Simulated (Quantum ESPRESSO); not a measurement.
PbI2 (changed cell): field gradients at the nuclei

```yaml
crystal:
  lattice:
    - [4.56656, 0.00000, 0.00000]
    - [-2.28328, 3.95476, 0.00000]
    - [0.00000, 0.00000, 7.40217]
  atoms:
    - { symbol: Pb, position: [0.00000, 0.00000, 0.00000] }
    - { symbol: I, position: [0.66667, 0.33333, 0.74181] }
    - { symbol: I, position: [0.33333, 0.66667, 0.25819] }
```
The cell was made here from a computed Materials Project entry: strained by +2 % along the unique axis and by -1 % across it, atoms relaxed (PBE without dispersion, pw.x of a modified build of Quantum ESPRESSO, symmetry kept). The parent is PbI2 in P-3m1. Stability against distortions was not tested. The layers lie 3.6 Å apart; this gap hangs on dispersion, and neither it nor the stacking was checked against the measured crystal.

Principal values are ordered |Vxx| ≤ |Vyy| ≤ |Vzz|, η = (Vxx − Vyy)/Vzz, and C_Q = eQVzz/h is given by its size. Cores are frozen. Pb, I had no test against all-electron runs. Spin–orbit coupling is left out, a limit on Pb, I. The structure is static (0 K, no zero-point motion).

Quadrupole moments taken as inputs (sizes, barn, from the tables of PySCF and pymatgen): ¹²⁷I 0.696.

Question: What do the calculations give at each independent site (field gradients by PBE PAW (JTH datasets; density from pw.x of Quantum ESPRESSO, gradients reconstructed from it by a script), 20 Ha, k-mesh 6×6×3 through Γ)?

Answer: 
| site | site symmetry | Vzz (10²¹ V/m²) | η_Q | ∣C_Q∣ (MHz) |
|---|---|---|---|---|
| Pb (atom 1) | -3m | 0.85 | 0.00 | – |
| I (atoms 2, 3) | 3m | 2.62 | 0.00 | 44.0 (¹²⁷I) |
